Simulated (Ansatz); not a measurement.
PbS (zinc blende, F-43m) at seven volumes, DFT-PBE in the program Ansatz with PAW potentials, scaled uniformly. One row is withheld.

```tsv
V (Å³/atom)	P (GPa)
33.414	4.04
34.516	2.48
35.617	1.14
36.719	0.00
37.820	-0.98
38.922	?
40.023	-2.53
```

**Question.** Fit the shown pressures and predict the withheld one.

**Answer.** P = (3/2)B₀(x^(7/2) − x^(5/2))[1 + (3/4)(B′ − 4)(x − 1)] with x = (V₀/V)^(2/3). Least squares on the six rows gives V₀ = 36.718 Å³/atom, B₀ = 35.2 GPa, B′ = 4.19. At V = 38.922, x = 0.9619 and P = -1.82 GPa. The run itself gave -1.82 GPa.

A made-up cell: these elements were put on the sites of a structure type; neither database checked (COD, Materials Project) lists it. It is not the phase usual at ambient conditions (space group No. 225). The PBE relaxation kept the symmetry of its start; whether a distortion lowers the energy is not shown. Scalar-relativistic: spin–orbit coupling is off unless named, which matters more the heavier the elements.

Potentials: the later of the program's two PAW sets.
